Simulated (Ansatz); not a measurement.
# What a trial cell of Al2PO relaxes into

These are results of Ansatz, DFT PBE, scalar-relativistic, plane waves, PAW, not measurements. Cutoff 420 eV, Gaussian smearing, Γ-centred meshes. Cell and atoms relax first on a coarse mesh and then on a finer one. In between, the cell is made exact in the group found at 0.06 Å. In metals the finer mesh still leaves noise of several meV/atom or more. The steps can't lower the symmetry of their start. No spin polarisation.

The cell of Al2PO is invented: close-packed anion layers stacked AB, with sites between them filled layer by layer (P-6m2, No. 187) (elements of the layers in order: O P). The dimensions are guesses.

```
Al P O
1.0
     3.27587    0.00000    0.00000
    -1.63794    2.83699    0.00000
     0.00000    0.00000    5.31744
Al P O
2 1 1
Direct
  0.66667 0.33333 0.17661
  0.66667 0.33333 0.82339
  0.33333 0.66667 0.50000
  0.00000 0.00000 0.00000
```

The zero of energy is the elements' standard structures at the same level (O₂ as a molecule); no fitted shifts are applied. The references include black phosphorus.

Question: Which structure results?

Answer: The symmetry stays P-6m2 (No. 187). The volume per atom grows by 11.4 %, from 12.4 to 13.8 Å³. The shortest distance goes from 1.88 Å (Al–Al) to 2.36 Å (Al–O). The energy falls by about 0.93 eV/atom (the start's value is from the coarse mesh). Conventional cell: a = 3.372 Å, c = 5.589 Å. Around Al lie 3 O at 2.36 Å, 3 P at 2.43 Å, 1 Al at 2.68 Å and 1 Al at 2.91 Å; P is surrounded by 6 Al at 2.43 Å; O has 6 Al at 2.36 Å.

Space group P-6m2 (No. 187). a = 3.372 Å, b = 3.372 Å, c = 5.589 Å, α = 90.00°, β = 90.00°, γ = 120.00°
```tsv
atom	site	symmetry	x	y	z
Al	2h	3m.	0.3333	0.6667	0.2394
P	1b	-6m2	0.0000	0.0000	0.5000
O	1e	-6m2	0.6667	0.3333	0.0000
```

Question: How does it come out in energy, and is it a metal?

Answer: The formation energy is −0.70 eV/atom and the gap on the 15×15×8 mesh of the 4-atom cell is 0 eV (a metal).

Whether it is stable depends on the other phases of the system, which aren't compared here.

The last run used Gaussian smearing of 0.10 eV. An odd number of electrons in the primitive cell allows no gap without spin; a larger cell or a magnetic state could open one. The cell is a metal run without spin; a magnetic state may lie lower. The reference form of P is held partly by dispersion forces, which this level lacks. A structure relaxed within its symmetry needn't be a true minimum. In all, the 3 runs took 77 s on 1 thread of Arm Neoverse V1, on a shared host.
